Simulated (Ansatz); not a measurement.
# F interstitial in EuSi3Ni

Computed with the plane-wave PAW code Ansatz (scalar-relativistic, PAW set soft_2): r2SCAN, collinear spin, 500 eV cutoff, k-mesh 4×4×2 shifted by half a step.

The relaxed host crystal (no gap at this level of theory):

```
Eu Ni Si
1.0
    -2.06197    2.06197    4.77614
     2.06197   -2.06197    4.77614
     2.06197    2.06197   -4.77614
Eu Ni Si
1 1 3
Direct
  0.98531 0.98531 0.00000
  0.63630 0.63630 0.00000
  0.74077 0.24077 0.50000
  0.24077 0.74077 0.50000
  0.39684 0.39684 0.00000
```

Supercell of 20 atoms, rows of the matrix [[-1,1,0],[-1,-1,-2],[-1,-1,0]] times the cell vectors; F interstitial at (0.458, 0.958, 0.500) in fractions of the cell above. Atoms are relaxed at the host's cell, from a start shaken by 0.05 Å near the defect.

Nearest atoms to the added F: relaxed Si 1.75 Å, Si 2.11 Å, Eu 2.40 Å, Eu 2.40 Å, Si 2.48 Å.

The largest move of an atom from its ideal place is 0.8 Å, so the cell rearranged and didn't merely relax.

```
charge  moment of the cell (μB)  moment on F (μB)  gap of the cell on the mesh (eV)
     0                    26.69              0.00                              0.00
```

Formation energy of the neutral defect: -1.45 eV, taking atoms from and to the elements' standard states (no corrections for gases), so it belongs to those chemical potentials alone.

A negative value doesn't mean that the atoms enter by themselves: with the elements as reservoirs, compounds of them would form first.

Caveats: 4f shell without a U, which puts 4f levels too near the Fermi level; open f or d shells may hold a state above the lowest; small supercell, so energies and levels can be off by tenths of an eV; one random start near the defect, so other minima are possible.
